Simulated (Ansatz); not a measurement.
TiO2 (rutile)

```
TiO2
1.0
    4.64343     0.00000     0.00000
    0.00000     4.64343     0.00000
    0.00000     0.00000     2.96381
Ti O
2 4
Direct
  0.00000   0.00000   0.00000
  0.50000   0.50000   0.50000
  0.30513   0.30513   0.00000
  0.80513   0.19487   0.50000
  0.19487   0.80513   0.50000
  0.69487   0.69487   0.00000
```

The slice is a (010) plane (indices of the conventional cell) through the point (0.695, 0.695, 0.000) (fractional), spanned by u = [001] and v = [100] in vectors of this cell: u (2.96 Å) and v (4.64 Å, at 90° to u). It covers one period; positions are fractions (u, v).

These are PBE (plane waves to 420 eV, PAW, scalar-relativistic; Ansatz, a first-principles code) values and carry that method's errors. k mesh 7×7×11. Inside the PAW spheres the values are not all-electron values, and peaks at nuclei hang on which shells count as valence. TiO2 is run without spin polarisation. TiO2 was relaxed with its symmetry unable to fall.

Problem. Predict the map of the electrostatic potential energy of an electron, from the cell's mean on the slice.

Solution. 
```
|xxxx::.  .::xxx|
|xxxx:      :xxx|
|xxx:        :xx|
|xx=:        :=x|
|**+-        -+*|
|##*=.      .=*#|
|%#*=:      :=*#|
|%%#*=.    .=*#%|
|%%#*+-.xx.-+*#%|
|%%%#+-xxxx-+#%%|
|%%%#*xxxxxx*#%%|
|%%%#*xxxxxx*#%%|
|##%%#xxxxxx#%%#|
|###%#*xxxx*#%##|
|**#%%##xx##%%#*|
|**#%%%%%%%%%%#*|
|**#%%@@@@@@%%#*|
|*##%%@@@@@@%%##|
|**#%%@@@@@@%%#*|
|xx*#%@@@@@@%#*x|
|xxx*#%%%%%%#*xx|
|xxxx########xxx|
|xxxx=******=xxx|
|xxxxx==--==xxxx|
```
Scale: ten equal steps from 1.00 (start of ' ') to 9.47 (end of '@'), in the order ' .:-=+*#%@'. Values: electrostatic potential energy of an electron, from the cell's mean, in eV. The map has 15 points along u (one character each, u = 0 at the left) and 24 along v (v = 0 in the bottom row). Points within 0.8 Å of a nucleus are blanked (x), as the pseudised field means little there. Values under 1 eV are set to 1. The zero, the cell's mean, hangs on the PAW cores.
